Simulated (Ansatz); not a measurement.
The relaxed structure here is a generated cell of Ru: the first start was made by placing the elements on the sites of a structure type, and the end was not matched to a known phase here, so it may be hypothetical. Known forms of Ru include space group No. 194.

A relaxed cell of Ru (Cmc2₁ (No. 36)), relaxed on a k-mesh at least as fine as the one used below. These are PBE (plane waves to 420 eV, PAW, scalar-relativistic; Ansatz, an electronic-structure program) values and carry that method's errors. Γ-centred k-mesh 13×13×7 on the run's cell (coarser than for final values), Fermi–Dirac smearing 0.05 eV.

```yaml
crystal:
  lattice:
    - [1.33433, -4.33646, 0.00000]
    - [1.33433, 4.33646, 0.00000]
    - [0.00000, 0.00000, 4.96996]
  atoms:
    - { symbol: Ru, position: [0.49951, 0.50049, 0.38514] }
    - { symbol: Ru, position: [0.50049, 0.49951, 0.88514] }
    - { symbol: Ru, position: [0.22806, 0.77194, 0.61486] }
    - { symbol: Ru, position: [0.77194, 0.22806, 0.11486] }
```

The atoms are displaced along an unstable phonon of this cell by (Å):

| atom | ux | uy | uz |
|---|---|---|---|
| Ru1 | -0.150 | 0.000 | 0.000 |
| Ru2 | 0.150 | 0.000 | 0.000 |
| Ru3 | -0.025 | 0.000 | 0.000 |
| Ru4 | 0.025 | 0.000 | 0.000 |

Q: What forces (eV/Å) and pressure result?

A: 
| atom | Fx | Fy | Fz |
|---|---|---|---|
| Ru1 | -0.12 | -0.01 | 0.02 |
| Ru2 | 0.12 | 0.01 | 0.02 |
| Ru3 | -0.05 | -0.15 | -0.02 |
| Ru4 | 0.05 | 0.15 | -0.02 |

Pressure 0.0 GPa.

The undisplaced cell is probably no minimum: from this displacement the run went on to P6₃/mmc (No. 194), 0.41 eV/atom below it.

No spin polarisation in the result.
